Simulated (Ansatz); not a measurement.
# Equation of state of HfRh$_{3}$

A database entry relaxed whole under r2SCAN (Pm-3m):

```xyz
4
Lattice="3.9172 0.0000 0.0000 0.0000 3.9172 0.0000 0.0000 0.0000 3.9172" Properties=species:S:1:pos:R:3 pbc="T T T"
Hf    0.0000    0.0000    0.0000
Rh    0.0000    1.9586    1.9586
Rh    1.9586    0.0000    1.9586
Rh    1.9586    1.9586    0.0000
```

The cell was scaled uniformly, its shape held, and the atoms relaxed at each volume with plane-wave PAW DFT (Ansatz 0.2.0; r2SCAN, 500 eV, 9×9×9 Γ-centred mesh, fermi-dirac occupations of width 0.100 eV; no spin, no spin-orbit coupling). One row is withheld.

| volume (Å³/atom) | energy over the lowest (meV/atom) | pressure (GPa) |
| --- | --- | --- |
| 14.125 | 43.3 | 16.92 |
| 14.426 | ? | ? |
| 14.726 | 4.0 | 4.95 |
| 15.027 | 0.0 | -0.08 |
| 15.328 | 4.9 | -4.57 |
| 15.628 | 17.7 | -8.58 |
| 15.929 | 37.7 | -12.14 |

Question: Fit the pressures of the other rows to the third-order Birch-Murnaghan form.

Answer: With f = [(V₀/V)^(2/3) − 1]/2 and P = 3B₀f(1 + 2f)^(5/2)[1 + 3(B₀′ − 4)f/2], least squares gives V₀ = 15.02 Å³ an atom, B₀ = 238 GPa and B₀′ = 4.7; the rows miss the fit by less than 0.01 GPa. The slope of the energies differs from these pressures by 0.24 GPa, since they are taken to zero smearing while pressures follow the free energy.

Question: What does the withheld row hold?

Answer: The fit gives 10.59 GPa at 14.426 Å³; the run gave 10.59 GPa and 18.1 meV an atom.

Caveats: the shape of the cell was held; 0 K, fixed nuclei; the symmetry was kept, and this need not be the phase that is stable at 0 K; one mesh for all volumes; pressure is positive in compression.
